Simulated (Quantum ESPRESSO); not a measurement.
## Ga2MgSiP4 (input and log of a self-consistent run)

Computed values, not a measurement. The program is pw.x of Quantum ESPRESSO 7.5 (plane-wave density functional theory). The cell is made up: 8 atoms on a zincblende/diamond lattice, with randomly drawn elements, strain and displacements, not relaxed. PseudoDojo standard norm-conserving files (v0.5 for PBE, v0.4.1 for LDA and PBEsol) set the functional; there is no spin polarisation, spin-orbit coupling or dispersion term, and the masses in the input are unused placeholders.

Input:

```
&control calculation='scf', pseudo_dir='./dojo.nc.sr.pbe.v0_5.standard.upf', outdir='./o', disk_io='medium', tprnfor=.true., tstress=.true. /
&system ibrav=0, nat=8, ntyp=4, nbnd=36, ecutwfc=84.00895049, nosym=.true., tot_charge=0,
 occupations='smearing', smearing='fd', degauss=0.0018374661
/
&electrons conv_thr=7.350e-09, electron_maxstep=60, /
ATOMIC_SPECIES
Ga 1.0 Ga.upf
Mg 1.0 Mg.upf
P 1.0 P.upf
Si 1.0 Si.upf
CELL_PARAMETERS angstrom
5.6594 0.0061 -0.0158
0.0061 5.6189 0.0783
-0.0158 0.0783 5.6387
ATOMIC_POSITIONS angstrom
Ga -0.0595 0.0796 0.0202
Mg -0.0485 2.8439 2.7694
Ga 2.8541 -0.0265 2.8005
Si 2.899 2.8115 0.0183
P 1.4003 1.4259 1.3554
P 1.3705 4.2 4.2232
P 4.2768 1.4429 4.2056
P 4.2911 4.2859 1.3187
K_POINTS automatic
4 4 4 1 1 1
```

The log is shortened where brackets say so; the opening notice, blank lines, dates and the lines on written files are dropped, and the path of the files is cut. It prints rydbergs, bohrs and kilobars, and counts compression as positive stress.

```
     Program PWSCF v.7.5
     Parallel version (MPI & OpenMP), running on       1 processor cores
     Number of MPI processes:                 1
     Threads/MPI process:                     1
     [start-up lines left out]
     bravais-lattice index     =            0
     lattice parameter (alat)  =      10.6948  a.u.
     unit-cell volume          =    1209.7881 (a.u.)^3
     number of atoms/cell      =            8
     number of atomic types    =            4
     number of electrons       =        60.00
     number of Kohn-Sham states=           36
     kinetic-energy cutoff     =      84.0090  Ry
     charge density cutoff     =     336.0358  Ry
     scf convergence threshold =      7.3E-09
     mixing beta               =       0.7000
     number of iterations used =            8  plain     mixing
     Exchange-correlation= PBE
                           (   1   4   3   4   0   0   0)
     [axes and pseudopotential details left out]
   Cartesian axes
     site n.     atom                  positions (alat units)
         1        Ga     tau(   1) = (  -0.0105134   0.0140650   0.0035693  )
         2        Mg     tau(   2) = (  -0.0085698   0.5025068   0.4893430  )
         3        Ga     tau(   3) = (   0.5043092  -0.0046825   0.4948382  )
         4        Si     tau(   4) = (   0.5122428   0.4967819   0.0032335  )
         5        P      tau(   5) = (   0.2474279   0.2519514   0.2394943  )
         6        P      tau(   6) = (   0.2421624   0.7421248   0.7462242  )
         7        P      tau(   7) = (   0.7556951   0.2549552   0.7431143  )
         8        P      tau(   8) = (   0.7582219   0.7573030   0.2330095  )
     number of k points=    32  Fermi-Dirac smearing, width (Ry)=  0.0018
                       cart. coord. in units 2pi/alat
        k(    1) = (   0.1252133   0.1240364   0.1240879), wk =   0.0625000
        k(    2) = (   0.1259177   0.1205384   0.3750573), wk =   0.0625000
     [further k points left out]
     Dense  grid:   125813 G-vectors     FFT dimensions: (  64,  64,  64)
     Estimated max dynamical RAM per process >     163.40 MB
     Initial potential from superposition of free atoms
     starting charge      59.9927, renormalised to      60.0000
     Starting wfcs are   43 randomized atomic wfcs
     total cpu time spent up to now is       16.7 secs
     per-process dynamical memory:   103.5 Mb
     Self-consistent Calculation
     iteration #  1     ecut=    84.01 Ry     beta= 0.70
     Davidson diagonalization with overlap
     ethr =  1.00E-02,  avg # of iterations =  4.0
     Threshold (ethr) on eigenvalues was too large:
     Diagonalizing with lowered threshold
     Davidson diagonalization with overlap
     ethr =  5.50E-04,  avg # of iterations =  1.8
     total cpu time spent up to now is       82.9 secs
     total energy              =    -488.61667812 Ry
     estimated scf accuracy    <       0.32971075 Ry
     iteration #  2     ecut=    84.01 Ry     beta= 0.70
     Davidson diagonalization with overlap
     ethr =  5.50E-04,  avg # of iterations =  2.0
     total cpu time spent up to now is      116.4 secs
     total energy              =    -488.68383713 Ry
     estimated scf accuracy    <       0.11966972 Ry
     iteration #  3     ecut=    84.01 Ry     beta= 0.70
     Davidson diagonalization with overlap
     ethr =  1.99E-04,  avg # of iterations =  3.9
     total cpu time spent up to now is      146.8 secs
     total energy              =    -488.70770764 Ry
     estimated scf accuracy    <       0.01325833 Ry
     iteration #  4     ecut=    84.01 Ry     beta= 0.70
     Davidson diagonalization with overlap
     ethr =  2.21E-05,  avg # of iterations =  7.8
     total cpu time spent up to now is      183.7 secs
     total energy              =    -488.71089350 Ry
     estimated scf accuracy    <       0.00370728 Ry
     iteration #  5     ecut=    84.01 Ry     beta= 0.70
     Davidson diagonalization with overlap
     ethr =  6.18E-06,  avg # of iterations =  3.2
     total cpu time spent up to now is      216.7 secs
     total energy              =    -488.71159881 Ry
     estimated scf accuracy    <       0.00018367 Ry
     iteration #  6     ecut=    84.01 Ry     beta= 0.70
     Davidson diagonalization with overlap
     ethr =  3.06E-07,  avg # of iterations =  3.7
     total cpu time spent up to now is      246.9 secs
     total energy              =    -488.71164812 Ry
     estimated scf accuracy    <       0.00001564 Ry
     iteration #  7     ecut=    84.01 Ry     beta= 0.70
     Davidson diagonalization with overlap
     ethr =  2.61E-08,  avg # of iterations =  3.0
     total cpu time spent up to now is      277.5 secs
     total energy              =    -488.71165214 Ry
     estimated scf accuracy    <       0.00000230 Ry
     iteration #  8     ecut=    84.01 Ry     beta= 0.70
     Davidson diagonalization with overlap
     ethr =  3.84E-09,  avg # of iterations =  2.4
     total cpu time spent up to now is      307.3 secs
     total energy              =    -488.71165276 Ry
     estimated scf accuracy    <       0.00000021 Ry
     iteration #  9     ecut=    84.01 Ry     beta= 0.70
     Davidson diagonalization with overlap
     ethr =  3.54E-10,  avg # of iterations =  3.9
     total cpu time spent up to now is      341.0 secs
     total energy              =    -488.71165284 Ry
     estimated scf accuracy    <       0.00000003 Ry
     iteration # 10     ecut=    84.01 Ry     beta= 0.70
     Davidson diagonalization with overlap
     ethr =  5.47E-11,  avg # of iterations =  2.7
     total cpu time spent up to now is      372.4 secs
     total energy              =    -488.71165285 Ry
     estimated scf accuracy    <          9.3E-09 Ry
     iteration # 11     ecut=    84.01 Ry     beta= 0.70
     Davidson diagonalization with overlap
     ethr =  1.55E-11,  avg # of iterations =  2.0
     total cpu time spent up to now is      406.9 secs
     End of self-consistent calculation
     [lines on levels left out]
!    total energy              =    -488.71165285 Ry
     estimated scf accuracy    <          6.1E-10 Ry
     smearing contrib. (-TS)   =      -0.00000000 Ry
     internal energy E=F+TS    =    -488.71165285 Ry
     The total energy is F=E-TS. E is the sum of the following terms:
     one-electron contribution =    -285.39162832 Ry
     hartree contribution      =     171.89368103 Ry
     xc contribution           =    -118.93456742 Ry
     ewald contribution        =    -256.27913814 Ry
     convergence has been achieved in  11 iterations
     Forces acting on atoms (cartesian axes, Ry/au):
     atom    1 type  1   force =     0.04465012   -0.01131281   -0.03313092
     atom    2 type  2   force =     0.01376702   -0.00301138   -0.00144289
     atom    3 type  1   force =    -0.01544957    0.00530951   -0.00309154
     atom    4 type  4   force =    -0.02549442   -0.00187729   -0.02646870
     atom    5 type  3   force =     0.05015546    0.00258386   -0.00720930
     atom    6 type  3   force =     0.04156146    0.01706301    0.04524801
     atom    7 type  3   force =    -0.05285564    0.01432125    0.01730425
     atom    8 type  3   force =    -0.05633443   -0.02307615    0.00879109
     Total force =     0.137012     Total SCF correction =     0.000049
     Computing stress (Cartesian axis) and pressure
          total   stress  (Ry/bohr**3)                   (kbar)     P=      -32.75
  -0.00027319   0.00002620   0.00002546          -40.19        3.85        3.75
   0.00002620  -0.00022544  -0.00016396            3.85      -33.16      -24.12
   0.00002546  -0.00016396  -0.00016929            3.75      -24.12      -24.90
     init_run     :     15.76s CPU     16.50s WALL (       1 calls)
     electrons    :    372.33s CPU    390.19s WALL (       1 calls)
     forces       :      6.31s CPU      6.43s WALL (       1 calls)
     stress       :     22.30s CPU     23.10s WALL (       1 calls)
     [timing details left out]
     PWSCF        :   6m57.02s CPU   7m16.85s WALL
     JOB DONE.
```

In other units: free energy -6649.261 eV for the cell, pressure -3.28 GPa, largest force component 1.448 eV/Å. A rerun of a related cell, with the same atoms placed differently, at 1437 eV and a 6 x 6 x 6 mesh moved values by no more than 0.008 eV in energy, 0.02 GPa in stress and 0.003 eV/Å in force.